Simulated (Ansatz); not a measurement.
**Ionic part of the dielectric constant of CdC2 at 30 GPa, mode by mode**

Level of theory: DFT LDA, scalar-relativistic, plane waves, PAW in Ansatz 0.2.0. Cutoff 420 eV, 8×8×8 k-points (Γ-centred), fixed occupations. No spin polarisation. Phonons by linear response, acoustic sum rule imposed.

Symmetry: I4/mmm, No. 139, tetragonal system. The conventional cell has a = 3.449 Å, b = 3.449 Å, c = 5.483 Å, α = 90.00°, β = 90.00°, γ = 90.00°. Around Cd (site symmetry 4/mmm) lie 2 C at 2.12 Å. C (site symmetry 4mm) has 1 C at 1.24 Å as nearest neighbours.

The cell was built by swapping an element in a database structure (itself possibly hypothetical) and relaxing; it need not be the stable form of this composition.

The primitive cell has V = 32.61 Å³ and ε∞,yy = 6.223. Each polar mode adds Δε = (4.92064×10⁷/V)·S/ν² along y, with S its oscillator strength in e²/amu, ν in cm⁻¹ and V in Å³.

Q: From these modes, find each Δε and ε0,yy.
```tsv
ν (cm⁻¹)	S_yy (e²/amu)
89.1	0.3615
```

A:
```
ν (cm⁻¹)     Δε
    89.1  68.73
```

The sum is 68.733, so ε0,yy = 74.96; the run's tensor has 74.96.

Q: Where do the longitudinal modes lie for a wave vector along y?

A: At 309 cm⁻¹. The Lyddane–Sachs–Teller product Π(ν_LO/ν_TO)² = 12.04 matches ε0/ε∞ = 12.05.